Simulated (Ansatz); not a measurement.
A crystal relaxed with r2SCAN in Ansatz has space group Pm (No. 6) and a = 6.397 Å, b = 3.881 Å, c = 6.717 Å, β = 90.0°.

```csv
atom,site,x,y,z
Xx,1a,0.0006,0.0000,0.3308
Xx,1b,0.9988,0.5000,0.8356
Xx,1b,0.5003,0.5000,0.1675
As,1a,0.4979,0.0000,0.6660
Ga,1a,0.6294,0.0000,0.3264
Ga,1b,0.6292,0.5000,0.8405
Ga,1b,0.1283,0.5000,0.1667
Ga,1a,0.1156,0.0000,0.6665
```

With r2SCAN the gap is 1.49 eV and direct, at Γ. PBE gives a direct gap of 1.12 eV at Γ. Meshes: r2SCAN 4×6×4, PBE 4×6×4.

Task: Which element is Xx?
A. N
B. Bi
C. P
D. Sb

Result: C. Xx is P: an ordered 8-atom cell of Ga4AsP3 on the wurtzite lattice (Pm). Around P lie 4 Ga at 2.37–2.38 Å; around P lie 4 Ga at 2.36–2.37 Å; around P lie 4 Ga at 2.35–2.38 Å; around As lie 4 Ga at 2.42–2.45 Å; around Ga lie 3 P at 2.36–2.37 Å and 1 As at 2.43 Å; around Ga lie 2 P at 2.35–2.36 Å and 2 As at 2.42 Å; around Ga lie 4 P at 2.37–2.38 Å; around Ga lie 3 P at 2.37 Å and 1 As at 2.45 Å.

No spin polarisation and no zero-point or thermal motion; the cell was built from a prototype and may be hypothetical.

The runs are scalar-relativistic, without spin-orbit coupling.
